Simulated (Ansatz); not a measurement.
Geometry optimisation in Ansatz: input, command and trajectory.

```yaml
crystal:
  lattice:
    - [5.0013869554, 0.0, 0.0]
    - [-2.5006934777, 4.3313281575, 0.0]
    - [0.0, 0.0, 4.643072855]
  atoms:
    - { symbol: Ti, position: [0.3313261789, 0.0, 0.2594789716] }
    - { symbol: Ti, position: [0.0, 0.3313261789, 0.2594789716] }
    - { symbol: Ti, position: [0.6686738211, 0.6686738211, 0.2594789716] }
    - { symbol: Ti, position: [0.0, 0.6686738211, 0.7405210284] }
    - { symbol: Ti, position: [0.6686738211, 0.0, 0.7405210284] }
    - { symbol: Ti, position: [0.3313261789, 0.3313261789, 0.7405210284] }
    - { symbol: O, position: [0.0, 0.0, 0.0] }
basis:
  ecutwfc: 420
kpoints:
  mp_grid: { grid: [12, 12, 8] }
hamiltonian:
  xc: pbesol
scf:
  occupations: { method: gaussian, width: 0.1 }
output:
  forces: true
  stress: true
  eigenvalues: true
relax:
  adjacent_minimum: "off"
  f_tol: 0.01
  max_steps: 30
  cell: { stress_tol: 0.1, fix: [volume] }
```

```bash
ansatz run input.yaml --threads 2 --pin off --max-ram 5120MiB --backend cpu --events-out ev --progress --plain --runs-dir out
```

All numbers below come from Ansatz, DFT PBEsol, scalar-relativistic, plane waves, PAW.

The volume is held at 0.97 times that of the relaxed cell.

Of 5 frames 4 are shown, positions in Å and forces in eV/Å; the SCF threshold varies from step to step. Steps run on the plane waves of an earlier cell, with a Pulay correction in the pressure. The basis is chosen afresh for the last frame, the zero of the energies, and at times for earlier ones too; energy and pressure step there, also at an unchanged geometry.

```xyz
7
Lattice="5.0014 0.0000 0.0000 -2.5007 4.3313 0.0000 0.0000 0.0000 4.6431" Properties=species:S:1:pos:R:3:forces:R:3 pbc="T T T" step=1 free_energy_over_end_meV_per_atom=0.30 pressure_GPa=4.80
Ti    1.6571    0.0000    1.2048    0.1242    0.0000    0.0255
Ti   -0.8285    1.4351    1.2048   -0.0621    0.1076    0.0255
Ti    1.6721    2.8962    1.2048   -0.0621   -0.1076    0.0255
Ti   -1.6721    2.8962    3.4383    0.0621   -0.1076   -0.0255
Ti    3.3443    0.0000    3.4383   -0.1242    0.0000   -0.0255
Ti    0.8285    1.4351    3.4383    0.0621    0.1076   -0.0255
O     0.0000    0.0000    0.0000    0.0000    0.0000    0.0000
7
Lattice="4.9988 0.0000 0.0000 -2.4994 4.3291 0.0000 0.0000 0.0000 4.6478" Properties=species:S:1:pos:R:3:forces:R:3 pbc="T T T" step=2 free_energy_over_end_meV_per_atom=0.09 pressure_GPa=4.51
Ti    1.6640    0.0000    1.2040   -0.0456    0.0000    0.0334
Ti   -0.8320    1.4411    1.2040    0.0228   -0.0395    0.0334
Ti    1.6674    2.8880    1.2040    0.0228    0.0395    0.0334
Ti   -1.6674    2.8880    3.4438   -0.0228    0.0395   -0.0334
Ti    3.3348    0.0000    3.4438    0.0456    0.0000   -0.0334
Ti    0.8320    1.4411    3.4438   -0.0228   -0.0395   -0.0334
O     0.0000    0.0000    0.0000    0.0000    0.0000    0.0000
7
Lattice="5.0002 0.0000 0.0000 -2.5001 4.3303 0.0000 0.0000 0.0000 4.6453" Properties=species:S:1:pos:R:3:forces:R:3 pbc="T T T" step=3 free_energy_over_end_meV_per_atom=0.00 pressure_GPa=4.58
Ti    1.6621    0.0000    1.2052    0.0026    0.0000    0.0117
Ti   -0.8310    1.4394    1.2052   -0.0013    0.0023    0.0117
Ti    1.6691    2.8909    1.2052   -0.0013   -0.0023    0.0117
Ti   -1.6691    2.8909    3.4400    0.0013   -0.0023   -0.0117
Ti    3.3382    0.0000    3.4400   -0.0026    0.0000   -0.0117
Ti    0.8310    1.4394    3.4400    0.0013    0.0023   -0.0117
O     0.0000    0.0000    0.0000    0.0000    0.0000    0.0000
7
Lattice="5.0001 0.0000 0.0000 -2.5001 4.3302 0.0000 0.0000 0.0000 4.6454" Properties=species:S:1:pos:R:3:forces:R:3 pbc="T T T" step=5 free_energy_over_end_meV_per_atom=0.00 pressure_GPa=4.58
Ti    1.6620    0.0000    1.2059    0.0024    0.0000    0.0032
Ti   -0.8310    1.4393    1.2059   -0.0012    0.0021    0.0032
Ti    1.6691    2.8909    1.2059   -0.0012   -0.0021    0.0032
Ti   -1.6691    2.8909    3.4395    0.0012   -0.0021   -0.0032
Ti    3.3382    0.0000    3.4395   -0.0024    0.0000   -0.0032
Ti    0.8310    1.4393    3.4395    0.0012    0.0021   -0.0032
O     0.0000    0.0000    0.0000    0.0000    0.0000    0.0000
```

The run took 3.7 min on 2 threads of Intel(R) Xeon(R) Processor @ 2.50GHz (Skylake/Cascade Lake), with other jobs on the host, peak memory 0.76 GiB.

Spin polarisation was left out, and a magnetic state may lie lower.